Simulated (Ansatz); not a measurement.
Ga4AsP3 as one 8-atom ordering (R3m) on the zincblende lattice at its r2SCAN geometry, run in Ansatz 0.2.0 at 2 levels of theory. No magnetic order. The prototype was imposed, so other structures may be more stable.

The PBE+SOC input:
```yaml
crystal:
  lattice:
    - [1.9460444888, 1.1235493095, 12.7150756967]
    - [-1.9460444888, 1.1235493095, 12.7150756967]
    - [0.0, -2.247098619, 12.7150756967]
  atoms:
    - { symbol: P, position: [0.0011390241, 0.0011390241, 0.0011390241] }
    - { symbol: P, position: [0.7500110053, 0.7500110053, 0.7500110053] }
    - { symbol: P, position: [0.4989032171, 0.4989032171, 0.4989032171] }
    - { symbol: As, position: [0.2498907577, 0.2498907577, 0.2498907577] }
    - { symbol: Ga, position: [0.6880537346, 0.6880537346, 0.6880537346] }
    - { symbol: Ga, position: [0.4369324012, 0.4369324012, 0.4369324012] }
    - { symbol: Ga, position: [0.1857259592, 0.1857259592, 0.1857259592] }
    - { symbol: Ga, position: [0.9393439009, 0.9393439009, 0.9393439009] }
kpoints:
  mp_grid: { grid: [8, 8, 8] }
  band_path:
    path:
      - [0.0, 0.0, 0.0]
      - [-0.5, -0.5, -0.5]
      - [-0.5, -0.1718720787, -0.8281279213]
      - [-0.1718720787, 0.1718720787, -0.5]
      - [0.0, 0.0, -0.5]
      - [0.0, 0.3359360394, -0.3359360394]
      - [-0.3359360394, 0.0, -0.6640639606]
      - [-0.5, 0.0, -0.5]
    npoints: 1
hamiltonian:
  xc: pbe
scf:
  occupations: { method: fermi_dirac, width: 0.02 }
  n_extra_bands: 12
magnetization:
  noncollinear: true
  spin_orbit: true
output:
  forces: true
  stress: true
  eigenvalues: true
```

Main results, then, where recorded, the levels near the gap in eV from the Fermi energy (columns number the bands from 0), one row a point of the path (Γ, T, H₂, H₀, L, S₀, S₂, F):
```
Crystal: 8 atoms, lattice volume = 166.807 Å³
Symmetry: 6 space group operations + 6 with time reversal
Magnetic group: BNS 160.66 (UNI 1296)
```
```
Basis set: ecut = 420 eV, 3295 PW (Γ), FFT grids on a1−a3, a2−a3, a3
k-points: 65 of 512 (time reversal used)
SCF 1 converged in 10 iterations: F = -22258.886381 eV  dr2 = 1.91e-8
Free energy (F): -22258.886381 eV
Fermi energy:    8.189597 eV
--- Forces (eV/Å), atoms counted from 1 ---
  atom   1  P       0.00000      0.00000      0.01591
  atom   2  P       0.00000      0.00000      0.01097
  atom   3  P       0.00000      0.00000      0.00257
  atom   4  As      0.00000      0.00000    -0.03465
  atom   5  Ga      0.00000      0.00000    -0.00735
  atom   6  Ga      0.00000      0.00000    -0.01204
  atom   7  Ga      0.00000      0.00000    -0.03686
  atom   8  Ga      0.00000      0.00000      0.06146
--- Stress (GPa, compression-positive) ---
        2.543809       0.000000       0.000000
        0.000000       2.543809       0.000000
        0.000000       0.000000       2.546274
  P = ⅓ Tr σ = 2.5446 GPa (25.446 kbar)
```
```tsv
band_72	band_73	band_74	band_75	band_76	band_77	band_78	band_79	band_80	band_81	band_82	band_83	band_84	band_85	band_86	band_87
-1.431	-1.431	-1.329	-1.329	-0.894	-0.894	-0.717	-0.717	-0.603	-0.603	0.598	0.598	0.666	0.666	1.029	1.029
-1.738	-1.738	-1.238	-1.238	-1.179	-1.179	-0.869	-0.869	-0.680	-0.680	0.675	0.675	0.862	0.862	1.300	1.300
-4.457	-4.414	-3.209	-3.202	-3.151	-3.143	-2.926	-2.920	-2.817	-2.813	1.704	1.711	1.793	1.798	2.619	2.631
-4.457	-4.414	-3.209	-3.202	-3.151	-3.143	-2.926	-2.920	-2.817	-2.813	1.704	1.711	1.793	1.798	2.619	2.631
-3.255	-3.255	-3.004	-3.004	-2.907	-2.907	-2.361	-2.361	-2.089	-2.089	0.909	0.909	1.110	1.110	1.563	1.563
-4.438	-4.402	-3.276	-3.261	-3.083	-3.060	-2.990	-2.978	-2.767	-2.764	1.584	1.592	2.093	2.099	2.177	2.189
-4.438	-4.402	-3.276	-3.261	-3.083	-3.060	-2.990	-2.978	-2.767	-2.764	1.584	1.592	2.093	2.099	2.177	2.189
-3.500	-3.500	-2.972	-2.972	-2.735	-2.735	-1.986	-1.986	-1.859	-1.859	0.650	0.650	0.772	0.772	0.951	0.951
```

With PBE+SOC the gap is 1.20 eV and direct, at Γ.

**Question.** Another run on the same cell gave
```
Basis set: ecut = 420 eV, 3295 PW (Γ), FFT grids on a1−a2, a2, −a2+a3
k-points: 13 of 64 (time reversal used)
SCF 1 stopped early in 5 iterations: F = -22258.133689 eV  dr2 = 4.59e-5
SCF 2 stopped early in 8 iterations: F = -22263.776773 eV  dr2 = 5.68e-6
hybrid outer 1: dexx = +5.422e-2 eV, tail = 1.88e-4 eV
SCF 3 converged in 7 iterations: F = -22263.776372 eV  dr2 = 3.12e-9
hybrid outer 2: dexx = +9.347e-6 eV, tail = 1.40e-7 eV, Δε = 3.97e-3 eV, ΔF = 3.43e-3 eV/Å
SCF 4 converged in 2 iterations: F = -22263.776372 eV  dr2 = 1.52e-9
hybrid outer 3: dexx = +3.989e-9 eV, tail = 4.22e-9 eV, Δε = 1.30e-4 eV, ΔF = 2.76e-4 eV/Å
Free energy (F): -22263.776372 eV
Fermi energy:    6.740237 eV
--- Forces (eV/Å), atoms counted from 1 ---
  atom   1  P       0.00000      0.00000      0.00774
  atom   2  P       0.00000      0.00000    -0.00299
  atom   3  P       0.00000      0.00000    -0.01098
  atom   4  As      0.00000      0.00000    -0.01309
  atom   5  Ga      0.00000      0.00000      0.00273
  atom   6  Ga      0.00000      0.00000      0.00200
  atom   7  Ga      0.00000      0.00000      0.00683
  atom   8  Ga      0.00000      0.00000      0.00777
--- Stress (GPa, compression-positive) ---
        0.942553       0.000000       0.000000
        0.000000       0.942553       0.000000
        0.000000       0.000000      -0.018258
  P = ⅓ Tr σ = 0.6223 GPa (6.223 kbar)
```
```tsv
band_36	band_37	band_38	band_39	band_40	band_41	band_42	band_43
-0.760	-0.760	-0.109	0.000	0.000	2.808	2.943	3.266
-1.209	-0.574	-0.574	-0.092	-0.092	2.874	3.075	3.587
-4.123	-2.750	-2.677	-2.445	-2.306	3.824	3.909	4.841
-4.123	-2.750	-2.677	-2.445	-2.306	3.824	3.909	4.841
-2.836	-2.481	-2.353	-1.844	-1.542	2.962	3.169	3.763
-4.106	-2.817	-2.601	-2.501	-2.258	3.691	4.250	4.336
-4.106	-2.817	-2.601	-2.501	-2.258	3.691	4.250	4.336
-3.079	-2.521	-2.258	-1.345	-1.328	2.751	2.817	3.045
```
Which level of theory and mesh gave it?

**Answer.** It is PBE0, judged by the exchange loop and the size of the gap (a near hybrid could fit too), on 4×4×4; the blocks that differ from the first input, but for the band path:
```yaml
kpoints:
  mp_grid: { grid: [4, 4, 4] }
hamiltonian:
  xc: pbe0
scf:
  occupations: { method: fixed }
  n_extra_bands: 6
```
(magnetization left out)
The PBE0 gap is indirect, 2.75 eV (Γ to F), below the direct gap of 2.81 eV at Γ. With the atoms held, the mean pressure is +0.6 GPa (compression positive). The stress of a hybrid is loosely converged here.

The hybrids run on coarser meshes, which limits their stresses and small splittings of levels.

Totals of different functionals, or with and without spin-orbit coupling, can't be compared.

Only the levels marked +SOC include spin-orbit coupling.
